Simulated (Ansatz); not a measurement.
# Cutoff convergence: InP

System: InP (zinc blende type, first atom moved by 0.06 Å along [111]), 2 atoms in the cell.

```
CELL_PARAMETERS angstrom
0.00000 2.98000 2.98000
2.98000 0.00000 2.98000
2.98000 2.98000 0.00000
ATOMIC_POSITIONS crystal
In 0.00581 0.00581 0.00581
P 0.25000 0.25000 0.25000
```

These are results of Ansatz 0.2.0 development build, HSE06, plane waves, PAW datasets (generated soft set 1), not measurements.

Exchange singularity: Wigner-Seitz; k-mesh 4×4×4 Γ-centred; Fermi–Dirac smearing of 0.05 eV; no spin polarisation; no spin–orbit coupling.

Cutoffs run: 280, 300, 320, 340, 380, 420, 480, 560 eV. At 560 eV the pressure at a fixed basis is -1.66 GPa and the rms force 0.503 eV/Å.

Task: From which of these cutoffs on do the forces lie within 10 meV/Å (rms) of the highest one?

Result: Even the lowest tried, 280 eV, does.

Task: What pressure at a fixed basis does the 280 eV run show?

Result: -6.34 GPa. An incomplete basis pulls the printed pressure down.

Task: Give the whole series.

Result: 
| cutoff (eV) | E − E(top) (meV/atom) | pressure at fixed basis (GPa) | corrected pressure (GPa) | rms force change (meV/Å) |
| --- | --- | --- | --- | --- |
| 280 | 83.6 | -6.34 | -1.61 | 4.3 |
| 300 | 28.0 | -3.45 | -1.58 | 2.1 |
| 320 | 9.2 | -2.29 | -1.62 | 0.5 |
| 340 | 3.2 | -1.84 | -1.64 | 0.0 |
| 380 | 1.1 | -1.68 | -1.65 | 0.0 |
| 420 | 0.6 | -1.67 | -1.65 | 0.0 |
| 480 | 0.2 | -1.66 | -1.65 | 0.0 |
| 560 | 0.0 | -1.66 | -1.65 | 0.0 |

The k-mesh is modest, so these values aren't fully converged in k.
